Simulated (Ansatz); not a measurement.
The geometry is COD entry 1000026, unchecked; take it as a test cell. The listed cell was then made from it by scaling, straining or moving an atom.

MgB₂: DFT, LDA, all-electron LAPW, scalar-relativistic (Ansatz 0.2.0). What sets it apart from a plain run of this crystal: zz strain of +2 %.

Command: `ansatz run input.yaml --threads 1 --pin off --max-ram 4096MiB --backend cpu --events-out ev --progress --plain --runs-dir out` The run took 26 s on 1 thread of Arm Neoverse V2, on a shared host, peak memory 0.5 GiB.

```yaml
crystal:
  lattice:
    - [3.0850007055, 0.0, 0.0]
    - [-1.5425003528, 2.6716889817, 0.0]
    - [0.0, 0.0, 3.59346]
  atoms:
    - { symbol: Mg, position: [0.0, 0.0, 0.0] }
    - { symbol: B, position: [0.3333333333, 0.6666666667, 0.5] }
    - { symbol: B, position: [0.6666666667, 0.3333333333, 0.5] }
kpoints:
  mp_grid: { grid: [15, 15, 12] }
  band_path:
    path:
      - [0.0, 0.0, 0.0]
      - [0.5, 0.0, 0.0]
      - [0.3333333333, 0.3333333333, 0.0]
      - [0.0, 0.0, 0.0]
      - [0.0, 0.0, 0.5]
      - [0.5, 0.0, 0.5]
      - [0.3333333333, 0.3333333333, 0.5]
      - [0.0, 0.0, 0.5]
      - [0.5, 0.0, 0.5]
    npoints: 5
scf:
  occupations: { method: fermi_dirac, width: 0.05 }
hamiltonian:
  xc: lda
  pseudopotentials: { kind: all_electron, lapw: { basis_error: 0.0005 } }
output:
  forces: true
  stress: true
  eigenvalues: true
```

Output:

```
LAPW: plane waves up to 9.292 Å⁻¹, error target 5.0e-4 eV per atom; small_component_spin mean_spin; B in spheres of 0.891 Å, 5 of its electrons in bands, Dirac shells []; Mg in spheres of 1.087 Å, 10 of its electrons in bands, Dirac shells []
Engine: ansatz 0.2.0
Pseudopotentials: kind: all_electron
Pseudopotential: Mg, LAPW, valence charge 10, Koelling and Harmon's equation, gaussian nucleus
Pseudopotential: B, LAPW, valence charge 5, Koelling and Harmon's equation, gaussian nucleus
Functional definition: SPW92
  exchange = slater_x
  correlation = pw_c
Crystal: 3 atoms, lattice volume = 29.618 Å³
Basis set: ecut = 328.9610636345094 eV, 401 PW (Γ), exchange–correlation at level 2
Bands: 14, of which v1, the nominal top of the filled ones, is band 10 counted from 1 (9 counted from 0)
Symmetry: 24 space group operations
Space group: P6/mmm (ITA 191), of the structure as read, at distance tolerance 3.1e-5 Å
k-points: 189 of 2700
Non-local potential: Mg, projectors of the file, none
Non-local potential: B, projectors of the file, none
Initial density: superposition of atomic densities (chi_scale 0.1, normalization cell, long waves kept (reshape's long-wave potential 0.00 eV rms))
Initial wavefunctions: plane waves of lowest kinetic energy (no species holds an atomic orbital)
Functional: x = slater, c = lda
iter 1 solved again at ethr=2.28e-2 eV; its pass at ethr=1.00e-1 eV (dr2=4.57e0 eV) is discarded
SCF iter   1: F=—  HF=-6771.689797 eV  |F-HF|=—  |Δ(HF+E_count)|=         —  Δρ=8.79e-2  dr2=4.57e0  ethr=2.28e-2  ⟨swp⟩=2.0  Hψ=19131  notcnv=0
preconditioner: auto → none  [metal: Δε(μ)=0.062 eV  Ē_g=11.628 eV  σ=0.050 eV  W_gap=0.28  n_scr=8 (ndim 8)  ℏωp=19.3 eV  f_vac=0.000  D(μ)=0.57/eV (n_scr^D=2)  sad-step TF]
SCF iter   2: F=—  HF=-6770.522053 eV  |F-HF|=—  |Δ(HF+E_count)|=    1.17e0  Δρ=5.51e-2  dr2=1.99e0  ethr=2.28e-2  ⟨swp⟩=2.0  Hψ=7189  notcnv=0
SCF iter   3: F=—  HF=-6769.892605 eV  |F-HF|=—  |Δ(HF+E_count)|=   6.29e-1  Δρ=2.13e-2  dr2=2.44e-1  ethr=9.93e-3  ⟨swp⟩=3.0  Hψ=8600  notcnv=0
iter 4 solved again at ethr=1.24e-5 eV; its pass at ethr=1.22e-3 eV (dr2=2.48e-3 eV) is discarded
SCF iter   4: F=—  HF=-6769.801961 eV  |F-HF|=—  |Δ(HF+E_count)|=   9.06e-2  Δρ=2.87e-3  dr2=2.46e-3  ethr=1.24e-5  ⟨swp⟩=2.1  Hψ=13519  notcnv=0
SCF iter   5: F=—  HF=-6769.800656 eV  |F-HF|=—  |Δ(HF+E_count)|=   1.31e-3  Δρ=6.88e-4  dr2=2.50e-4  ethr=1.23e-5  ⟨swp⟩=3.0  Hψ=7445  notcnv=0
SCF iter   6: F=—  HF=-6769.800582 eV  |F-HF|=—  |Δ(HF+E_count)|=   7.40e-5  Δρ=2.01e-4  dr2=2.20e-5  ethr=1.25e-6  ⟨swp⟩=2.0  Hψ=6451  notcnv=0
SCF iter   7: F=—  HF=-6769.800573 eV  |F-HF|=—  |Δ(HF+E_count)|=   9.26e-6  Δρ=1.38e-5  dr2=8.78e-8  ethr=1.10e-7  ⟨swp⟩=3.0  Hψ=7027  notcnv=0
SCF iter   8: F=-6769.800573 eV  HF=-6769.800573 eV  |F-HF|=6.17e-10  |Δ(HF+E_count)|=   3.87e-8  Δρ=1.29e-6  dr2=4.76e-10  ethr=4.39e-10  ⟨swp⟩=3.0  Hψ=7057  notcnv=0
SCF 1 converged in 8 iterations: F = -6769.800573 eV  dr2 = 4.76e-10
NSCF: frozen V_eff on 41 k-points
SCF converged after 8 iterations
Free energy (F): -6769.800573 eV
Harris-Foulkes:  -6769.800573 eV  (|F-HF|=6.17e-10)
Internal energy: -6769.795200 eV  (E = F + TS)
E sigma→0 (E₀):  -6769.797886 eV
Entropy (-TS):   -0.005373 eV (-1.791 meV/atom)
Fermi energy:    8.746256 eV
--- Per-component energies (eV) ---
  E_band       = -944.897746
  E_kinetic    = 6755.210698
  E_xc         = -633.893389
  E_electrostatic = -12891.112509  (all electrons and nuclei)
  E_smearing   = -0.005373  (= −TS)
  E_closure    = 0.000000  (closes the sum)
  E_atoms      = -6752.706543  (free atoms, spherical and without spin; not in F)
  Σ components = -6769.800573   (vs F -6769.800573, Δ=0.00e0)
  Basis errors (estimates in eV, not in F): energy 2.8e-4 per atom: plane waves 2.6e-4 (1.5e-4 summed), levels above the bands 9.8e-77, relativity 3.6e-9, radial functions 2.1e-5, core shells 2.8e-12; eigenvalues (radial functions only) 1.0e-5; not estimated: angular momenta, meshes, grids; target (lapw.basis_error) 5.0e-4; muffin-tin radii B 0.891 Å, Mg 1.087 Å
--- Forces (eV/Å), atoms counted from 1 ---
  atom   1  Mg     0.00000000     0.00000000     0.00000000
  atom   2  B      0.00000000    -0.00000000     0.00000000
  atom   3  B      0.00000000     0.00000000     0.00000000
  max |Σ_I F_I| component: 3.70e-17 eV/Å
--- Stress (GPa, compression-positive) ---
       -8.853479      -0.000000       0.000000
       -0.000000      -8.853479       0.000000
        0.000000       0.000000     -10.574571
  P = ⅓ Tr σ = -9.4272 GPa (-94.272 kbar)
--- Band table (eV; the first three rows and the last of 189) ---
  k-point 0: bands = ["-161.2812", "-161.2668", "-65.8436", "-33.2599", "-33.2599", "-33.2444", "-3.4319", "5.6748", "9.1818", "9.1818", "10.0253", "15.1303", "15.1303", "17.0608"]
  k-point 1: bands = ["-161.2812", "-161.2668", "-65.8436", "-33.2599", "-33.2599", "-33.2448", "-3.3744", "5.2057", "9.2024", "9.2024", "10.6276", "15.1498", "15.1498", "17.0360"]
  k-point 2: bands = ["-161.2812", "-161.2668", "-65.8436", "-33.2598", "-33.2598", "-33.2459", "-3.2064", "4.2308", "9.2596", "9.2596", "12.0002", "15.2044", "15.2044", "16.9713"]
  k-point 188: bands = ["-161.2740", "-161.2740", "-65.8394", "-33.2869", "-33.2869", "-33.2432", "2.5427", "2.5427", "3.6424", "6.8280", "6.8280", "12.0685", "20.1837", "20.5878"]
```
